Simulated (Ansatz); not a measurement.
## Clamped-ion strain scan in SiO₂

Theory: DFT r2SCAN, scalar-relativistic, plane waves, PAW in Ansatz 0.2.0. The runs took a 500 eV cutoff, a Γ-centred 6×6×8 mesh and Gaussian smearing (0.05 eV). No spin polarisation. Energies are free energies at this smearing, counted from the undisturbed cell; pressure is positive in compression.

The starting cell (relaxed at this level; this rutile-type form isn't the usual structure):

```
CELL_PARAMETERS angstrom
4.18541 0.00000 0.00000
0.00000 4.18541 0.00000
0.00000 0.00000 2.66874
ATOMIC_POSITIONS crystal
Si 0.50000 0.50000 0.50000
Si 0.00000 0.00000 0.00000
O 0.69389 0.69389 0.00000
O 0.19389 0.80611 0.50000
O 0.30611 0.30611 0.00000
O 0.80611 0.19389 0.50000
```

The cell is strained by ε times the Voigt pattern (0, 1, 0, 0, 0, 0) (xx, yy, zz, yz, xz, xy; engineering shear) with fractional coordinates fixed.

```csv
ε,ΔE (meV/atom),"stress summed along the pattern (GPa, tension positive)",pressure (GPa)
-0.0400,22.9,-24.25,14.0
-0.0300,12.7,-17.79,10.2
-0.0200,5.6,-11.60,6.6
-0.0100,1.4,-5.67,3.2
0.0000,0.0,0.02,0.0
0.0100,1.3,5.46,-3.1
0.0200,5.3,10.68,-5.9
0.0300,11.7,15.67,-8.7
0.0350,15.8,18.08,-10.0
0.0400,20.5,20.44,-11.2
```